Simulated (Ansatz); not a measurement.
Relaxation of a generated cell, Sr built in the AFLOW prototype A_oC8_64_f (A11, as in Ga); 4 atoms in the cell, which starts as Cmce (No. 64), oS8; a = 6.4258 Å, b = 10.8840 Å, c = 6.4272 Å, α = β = γ = 90.00°. The numbers are results of r2SCAN (plane waves to 500 eV, PAW, scalar-relativistic; Ansatz, an electronic-structure program), not measurements. Γ-centred k-mesh 6×6×5 on the run's cell (coarser than for final values), Fermi–Dirac smearing 0.05 eV. This is the first round of the run. 

The optimiser's lines from the output (shortened; P is positive under compression):

```
relax step   1: F+E_penalty+E_count = -14217.94950860 eV  Δ(F+E_penalty+E_count) = +0.000e0 eV  max|allowed force component| = 9.762e-2 eV/Å  Δτ_max = 0.0000 Å  P = +2.000 GPa  Ω = 224.756 Å³  (8 SCF iters, dr2 threshold 1.00e-7 eV, accepted)
relax step   2: F+E_penalty+E_count = -14218.19978134 eV  Δ(F+E_penalty+E_count) = -2.503e-1 eV  max|allowed force component| = 1.431e-1 eV/Å  Δτ_max = 0.0423 Å  P = +1.266 GPa  Ω = 240.807 Å³  (7 SCF iters, dr2 threshold 4.00e-7 eV, accepted)
relax step   3: F+E_penalty+E_count = -14218.45817848 eV  Δ(F+E_penalty+E_count) = -2.584e-1 eV  max|allowed force component| = 1.926e-1 eV/Å  Δτ_max = 0.0905 Å  P = +0.760 GPa  Ω = 253.152 Å³  (7 SCF iters, dr2 threshold 4.00e-7 eV, accepted)
relax step   4: F+E_penalty+E_count = -14218.73966796 eV  Δ(F+E_penalty+E_count) = -2.815e-1 eV  max|allowed force component| = 2.065e-1 eV/Å  Δτ_max = 0.1054 Å  P = +0.304 GPa  Ω = 261.492 Å³  (7 SCF iters, dr2 threshold 4.00e-7 eV, accepted)
relax step   5: F+E_penalty+E_count = -14219.03444580 eV  Δ(F+E_penalty+E_count) = -2.948e-1 eV  max|allowed force component| = 1.803e-1 eV/Å  Δτ_max = 0.1110 Å  P = -0.084 GPa  Ω = 266.122 Å³  (7 SCF iters, dr2 threshold 4.00e-7 eV, accepted)
relax step   6: F+E_penalty+E_count = -14219.34763802 eV  Δ(F+E_penalty+E_count) = -3.132e-1 eV  max|allowed force component| = 1.237e-1 eV/Å  Δτ_max = 0.1066 Å  P = -0.334 GPa  Ω = 261.341 Å³  (8 SCF iters, dr2 threshold 4.00e-7 eV, accepted)
relax step   7: F+E_penalty+E_count = -14219.57872062 eV  Δ(F+E_penalty+E_count) = -2.311e-1 eV  max|allowed force component| = 1.215e-1 eV/Å  Δτ_max = 0.0793 Å  P = -0.199 GPa  Ω = 249.612 Å³  (10 SCF iters, dr2 threshold 4.00e-7 eV, accepted)
relax step   8: F+E_penalty+E_count = -14219.58113927 eV  Δ(F+E_penalty+E_count) = -2.419e-3 eV  max|allowed force component| = 4.102e-1 eV/Å  Δτ_max = 0.1603 Å  P = -0.252 GPa  Ω = 231.790 Å³  (8 SCF iters, dr2 threshold 4.00e-7 eV, accepted)
relax step   9: F+E_penalty+E_count = -14219.72764374 eV  Δ(F+E_penalty+E_count) = -1.465e-1 eV  max|allowed force component| = 1.394e-2 eV/Å  Δτ_max = 0.0811 Å  P = +0.121 GPa  Ω = 228.504 Å³  (7 SCF iters, dr2 threshold 4.00e-7 eV, accepted)
relax step  10: F+E_penalty+E_count = -14219.80863091 eV  Δ(F+E_penalty+E_count) = -8.099e-2 eV  max|allowed force component| = 1.550e-1 eV/Å  Δτ_max = 0.0133 Å  P = +0.344 GPa  Ω = 225.135 Å³  (6 SCF iters, dr2 threshold 4.00e-7 eV, accepted)
relax step  11: F+E_penalty+E_count = -14219.88581360 eV  Δ(F+E_penalty+E_count) = -7.718e-2 eV  max|allowed force component| = 2.266e-1 eV/Å  Δτ_max = 0.0088 Å  P = +0.420 GPa  Ω = 224.304 Å³  (7 SCF iters, dr2 threshold 4.00e-7 eV, accepted)
relax step  12: F+E_penalty+E_count = -14219.95359984 eV  Δ(F+E_penalty+E_count) = -6.779e-2 eV  max|allowed force component| = 5.568e-2 eV/Å  Δτ_max = 0.0562 Å  P = +0.246 GPa  Ω = 223.822 Å³  (8 SCF iters, dr2 threshold 4.00e-7 eV, accepted)
relax step  13: F+E_penalty+E_count = -14219.96159735 eV  Δ(F+E_penalty+E_count) = -7.998e-3 eV  max|allowed force component| = 1.366e-2 eV/Å  Δτ_max = 0.0209 Å  P = +0.074 GPa  Ω = 226.766 Å³  (6 SCF iters, dr2 threshold 4.00e-7 eV, accepted)
relax step  14: F+E_penalty+E_count = -14219.96216235 eV  Δ(F+E_penalty+E_count) = -5.650e-4 eV  max|allowed force component| = 2.054e-3 eV/Å  Δτ_max = 0.0178 Å  P = +0.013 GPa  Ω = 227.913 Å³  (7 SCF iters, dr2 threshold 2.19e-8 eV, accepted)
relax step  15: F+E_penalty+E_count = -14219.96217233 eV  Δ(F+E_penalty+E_count) = -9.975e-6 eV  max|allowed force component| = 8.008e-4 eV/Å  Δτ_max = 0.0026 Å  P = +0.003 GPa  Ω = 228.162 Å³  (6 SCF iters, dr2 threshold 1.11e-9 eV, accepted)
relax step  16: F+E_penalty+E_count = -14219.97012613 eV  Δ(F+E_penalty+E_count) = -7.954e-3 eV  max|allowed force component| = 2.216e-3 eV/Å  Δτ_max = 0.0000 Å  P = +0.034 GPa  Ω = 228.162 Å³  stress off target by 9.33e-2 GPa  SCF on the basis re-selected at this cell (its energy is not comparable with the rows above)  (8 SCF iters)
relax step  17: F+E_penalty+E_count = -14219.97028175 eV  Δ(F+E_penalty+E_count) = -1.556e-4 eV  max|allowed force component| = 7.487e-5 eV/Å  Δτ_max = 0.0013 Å  P = +0.002 GPa  Ω = 229.068 Å³  (6 SCF iters, dr2 threshold 2.18e-8 eV, accepted)
relax step  18: F+E_penalty+E_count = -14219.97035168 eV  Δ(F+E_penalty+E_count) = -6.993e-5 eV  max|allowed force component| = 1.132e-4 eV/Å  Δτ_max = 0.0000 Å  P = +0.002 GPa  Ω = 229.068 Å³  stress off target by 3.20e-3 GPa  SCF on the basis re-selected at this cell (its energy is not comparable with the rows above)  (6 SCF iters)
```

From the first to the last row the energy changes by -0.51 eV/atom and the volume by +1.9 %. The last row is marked as not comparable with the walk above it, whose basis was carried along; it does compare with step 1, since both stand on a basis selected at the nominal cutoff for their own cell.

Later rounds, restarted from the end of this one on a renewed k-mesh, logged 6 more steps and released under 0.01 eV/atom more. The final structure after all rounds: Fmmm (No. 69), oF8; a = 4.367 Å, b = 7.021 Å, c = 14.879 Å, α = β = γ = 90.00°. Between re-selections the logged energies stand on a plane-wave basis carried along with the cell. No spin polarisation in the result.

The run could not lose the symmetry of its start: the end is stationary, and may be a saddle point rather than a minimum.

The relaxed structure here is a generated cell of Sr: the first start was made by placing the elements on the sites of a structure type, and the end was not matched to a known phase here, so it may be hypothetical. Known forms of Sr include space group No. 225.
